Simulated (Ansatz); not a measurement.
La2O3:
```
CELL_PARAMETERS angstrom
      3.94040     0.00000     0.00000
     -1.97020     3.41249     0.00000
      0.00000     0.00000     6.18755
ATOMIC_POSITIONS crystal
  La 0.66667 0.33333 0.75263
  La 0.33333 0.66667 0.24737
  O  0.66667 0.33333 0.35470
  O  0.33333 0.66667 0.64530
  O  0.00000 0.00000 0.00000
```

Tensor components refer to the Cartesian frame of this cell.

Problem. Give the high-frequency dielectric tensor and the Born effective charge tensors of the independent atoms from DFPT, plane-wave PAW PBE (Ansatz code).

Solution. 
ε∞:
```
4.81  0.00  0.00
0.00  4.81  0.00
0.00  0.00  4.69
```
Z* of atom 1 (La), rows: field, columns: displacement, in e:
```
4.21  0.00  0.00
0.00  4.21  0.00
0.00  0.00  3.82
```
Z* of atom 3 (O), rows: field, columns: displacement, in e:
```
-2.87   0.00   0.00
 0.00  -2.87   0.00
 0.00   0.00  -2.52
```
Z* of atom 5 (O), rows: field, columns: displacement, in e:
```
-2.69   0.00   0.00
 0.00  -2.69   0.00
 0.00   0.00  -2.60
```

Static charges for comparison (Bader): La1 +2.02, O3 -1.32, O5 -1.39 e. Born charges measure polarisation by displacement and can exceed these by far.

Space group P-3m1 (La2O3 or Ni2Al3 type). Symmetry was held in the PBE relaxation. Spin–orbit coupling is left out wherever it is not named.

Potentials: the later of the program's two PAW sets.
